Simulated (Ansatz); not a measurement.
BiTe, DFT, LDA, all-electron LAPW, scalar-relativistic (Ansatz 0.2.0), run on 1 thread of Intel(R) Xeon(R) 6975P-C (Granite Rapids) on a shared host.

The cell comes from COD entry 9008604, which wasn't checked; take it as a given geometry. The listed cell was then made from it by scaling, straining or moving an atom.

Command: `ansatz run input.yaml --threads 1 --pin off --max-ram 3072MiB --backend cpu --events-out ev --progress --plain --runs-dir out`

```yaml
crystal:
  lattice:
    - [0.0, 3.2457475873, 3.2457475873]
    - [3.2457475873, 0.0, 3.2457475873]
    - [3.2457475873, 3.2457475873, 0.0]
  atoms:
    - { symbol: Bi, position: [0.0, 0.0, 0.0] }
    - { symbol: Te, position: [0.5, 0.5, 0.5] }
kpoints:
  mp_grid: { grid: [10, 10, 10] }
  band_path:
    path:
      - [0.0, 0.0, 0.0]
      - [0.5, 0.0, 0.5]
      - [0.625, 0.25, 0.625]
      - [0.375, 0.375, 0.75]
      - [0.0, 0.0, 0.0]
      - [0.5, 0.5, 0.5]
      - [0.5, 0.25, 0.75]
      - [0.5, 0.0, 0.5]
    npoints: 5
scf:
  occupations: { method: fermi_dirac, width: 0.08 }
hamiltonian:
  xc: lda
  pseudopotentials: { kind: all_electron, lapw: { basis_error: 0.0005 } }
output:
  forces: true
  stress: true
  eigenvalues: true
```

(1) How large is the problem that the program sets up?

(2) About how long does it take, and how much memory does it use?

Results:

(1) 47 irreducible k-points, 411 plane waves at Γ, 37 bands.

(2) 11 s of wall time for 7 SCF iterations, with a peak of 0.41 GiB. Times on shared machines scatter by tens of per cent.
